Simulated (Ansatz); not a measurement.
One stationary structure of SrTiO$_{3}$. Space group Pm-3m (No. 221), cubic perovskite type. Level of theory: PBE (plane waves to 420 eV, PAW, scalar-relativistic; Ansatz, a program for electronic structure).

```cif
data_O3SrTi
_chemical_formula_sum 'Sr1 Ti1 O3'
_space_group_name_H-M_alt 'P 1'
_space_group_IT_number 1
_cell_length_a 3.93647
_cell_length_b 3.93647
_cell_length_c 3.93647
_cell_angle_alpha 90.000
_cell_angle_beta 90.000
_cell_angle_gamma 90.000
loop_
_space_group_symop_operation_xyz
  'x, y, z'
loop_
_atom_site_label
_atom_site_type_symbol
_atom_site_fract_x
_atom_site_fract_y
_atom_site_fract_z
_atom_site_occupancy
Sr1 Sr 0.00000 0.00000 0.00000 1
Ti1 Ti 0.50000 0.50000 0.50000 1
O1 O 0.00000 0.50000 0.50000 1
O2 O 0.50000 0.50000 0.00000 1
O3 O 0.50000 0.00000 0.50000 1
```

What is the computed band gap (PBE)?

1.84 eV, indirect (valence top at R, conduction bottom at Γ) (no spin-orbit coupling).

What is the computed smallest direct gap (PBE)?

2.20 eV at Γ.

No spin polarisation in the result.

The run could not lose the symmetry of its start.

All atoms sit on sites fixed by symmetry, so only the cell could relax.
